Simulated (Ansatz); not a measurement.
TaGa₃ in space group I4/mmm (No. 139; Ta on 2a, Ga on 2b, Ga on 4d) under volume change, r²SCAN in the plane-wave PAW code Ansatz, shape and atoms relaxed at each volume.

| V (Å³/atom) | E − E(relaxed) (meV/atom) | P (GPa) |
|---|---|---|
| 14.154 | 66.9 | 16.70 |
| 14.621 | ? | ? |
| 15.087 | 6.6 | 4.67 |
| 15.554 | 0.0 | 0.00 |
| 16.020 | ? | ? |
| 16.487 | 22.2 | -7.23 |

Q: Complete the blanks.

A: 
- 14.621, E − E(relaxed) (meV/atom): 28.0
- 14.621, P (GPa): 10.18
- 16.020, E − E(relaxed) (meV/atom): 5.9
- 16.020, P (GPa): -3.92

Q: What does a third-order Birch–Murnaghan fit give for V₀, B₀ and B′?

A: V₀ = 15.56 Å³/atom, B₀ = 142 GPa, B′ = 4.6.

The workflow started from an entry of the Crystallography Open Database (COD, 293 K). Whether it is the stable phase at ambient conditions was not checked. The cell was relaxed with r²SCAN under the symmetry of its start; its stability against distortions is not shown here. The run is not spin-polarised. Scalar-relativistic: spin–orbit coupling is off unless named, which matters more the heavier the elements.

Potentials: the later of the program's two PAW sets.
